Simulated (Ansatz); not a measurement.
Values for one crystal, relaxed and computed with the program Ansatz at the r²SCAN level (PAW); other levels are named.

| Property | Value |
|---|---|
| Volume per atom | 21.02 Å³ |
| Electronic character | metallic (no gap) |
| Vibrational entropy at 300 K | 27.5 J/(K·mol of atoms) |
| Bulk modulus (Birch–Murnaghan fit) | 13.1 GPa |
| Zero-point energy | 40.3 meV/atom |
| Mechanical stability | stable (all eigenvalues of C positive) |
| Pressure derivative B′ | 3.3 |

### Question
Which of these materials gives this?
(A) Rb, bcc (W type)
(B) Fe, bcc (W type)
(C) Li, bcc (W type)
(D) Cr, bcc (W type)

### Answer
C, Li, bcc (W type)

Space group Im-3m (bcc (W type)). The cell was relaxed with r²SCAN under the symmetry of its start; phonons on a q-mesh show no instability.

Potentials: the later of the program's two PAW sets.
